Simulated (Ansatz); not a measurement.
## Kick test of a cell of Ca3Zr3N2

The structure comes from a proposed guess, relaxed at this level; another structure or a mixture of phases may lie lower.

Level of theory: Ansatz, DFT PBE, scalar-relativistic, plane waves, PAW. Cutoff 420 eV; k points 10×10×2 on the computed 8-atom cell (Γ-centred); Gaussian smearing, width 0.10 eV; no spin polarisation.

The cell below (8 atoms, space group P4/mmm (No. 123)) is relaxed within its symmetry.

```cif
data_structure
_symmetry_space_group_name_H-M 'P 1'
_symmetry_Int_Tables_number 1
_cell_length_a 3.2939
_cell_length_b 3.2939
_cell_length_c 15.8708
_cell_angle_alpha 90.000
_cell_angle_beta 90.000
_cell_angle_gamma 90.000
_cell_volume 172.20
loop_
_atom_site_label
_atom_site_type_symbol
_atom_site_fract_x
_atom_site_fract_y
_atom_site_fract_z
_atom_site_occupancy
Ca1 Ca 0.00000 0.00000 0.69889 1
Ca2 Ca 0.00000 0.00000 0.30111 1
Ca3 Ca 0.50000 0.50000 0.50000 1
Zr1 Zr 0.00000 0.00000 0.00000 1
Zr2 Zr 0.50000 0.50000 0.86037 1
Zr3 Zr 0.50000 0.50000 0.13963 1
N1 N 0.00000 0.00000 0.14574 1
N2 N 0.00000 0.00000 0.85426 1
```

For the test it was strained at random (σ = 1.5 % a component), the atoms were moved at random (σ = 0.05 Å), and all was relaxed again on a coarse 6×6×2 mesh (in the run’s order of axes) with 0.20 eV smearing, with no symmetry imposed.

The cell is a metal run without spin; a magnetic state may lie lower.

Problem. What happens?

Solution. It returns, within 1 meV/atom of the unmoved cell on that mesh and with the same symmetry when read at 0.1 Å (C2/m at 0.01 Å, so small strains and shifts remain). No instability shows in this cell; modes of other wave vectors, which need another repeat, aren't tested.
